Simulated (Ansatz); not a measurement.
TiNCl in space group Pmmn (No. 59; Ti on 2b, N on 2a, Cl on 2a), the program Ansatz at the r²SCAN level (PAW), all energies at zero smearing, with the estimated change up to a 700 eV cutoff added, with one set of potentials and settings (totals compare only within such a set). Cell of 6 atoms (2 Ti, 2 N, 2 Cl): -7956.357 eV.

```tsv
element	reference phase	E (eV/atom)
Ti	P6/mmm, 3 atoms in the cell	-2504.3896
N	Pa-3, 8 atoms in the cell	-384.8315
Cl	Cmce, 4 atoms in the cell	-1083.6259
```

Formation energy per atom, worked out: (-7956.357 − 2×(-2504.3896) − 2×(-384.8315) − 2×(-1083.6259))/6 = -1.777 eV/atom (-171 kJ per mol of atoms), at 0 K, without zero-point energy or fitted corrections.

The first step of the workflow began from a Materials Project structure, measured or hypothetical; the Crystallography Open Database files this formula in space group No. 59, but the cells were not matched. Whether it is the stable phase at ambient conditions was not checked. The cell was relaxed with r²SCAN under the symmetry of its start; whether a distortion lowers the energy is not shown. The run is not spin-polarised. A crystal of weakly bound layers computed without a dispersion correction: the cell and the soft elastic constants depend strongly on that. The references are the lowest solids computed at this level, not always the standard phases (solids in place of the gases).

Potentials: the later of the program's two PAW sets.
